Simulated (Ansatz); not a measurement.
**One structure type, several compounds**

Computed with DFT, PBEsol, all-electron LAPW, scalar-relativistic (Ansatz 0.2.0).

All compounds have space group P6_3/mmc with 2 atoms in the primitive cell. V0, B0 and B0′ come from third-order Birch–Murnaghan fits to pressures at five volumes, with shape and internal coordinates held; prototypes and MP cells needn't be known phases. No run is spin-polarised.

No spin–orbit coupling, which matters for the heavy atoms here.

Au: Au 2d (0.333 0.667 0.750); shape as in a = 2.90 Å, b = 2.90 Å, c = 4.88 Å, α = 90.00°, β = 90.00°, γ = 120.00°; COD 1545302, reported; 14×14×8 mesh, smearing 0.03 eV; no spin
Ru: Ru 2c (0.333 0.667 0.250); shape as in a = 2.71 Å, b = 2.71 Å, c = 4.28 Å, α = 90.00°, β = 90.00°, γ = 120.00°; COD 9017842, reported; 14×14×8 mesh, smearing 0.03 eV; no spin
Hf: Hf 2c (0.333 0.667 0.250); shape as in a = 3.20 Å, b = 3.20 Å, c = 5.06 Å, α = 90.00°, β = 90.00°, γ = 120.00°; COD 9008501, reported; 13×13×7 mesh, smearing 0.05 eV; no spin

**Question.** Order the compounds by bulk modulus, lowest first.
A. Au
B. Hf
C. Ru

**Answer.** B (114 GPa), A (170 GPa), C (347 GPa).
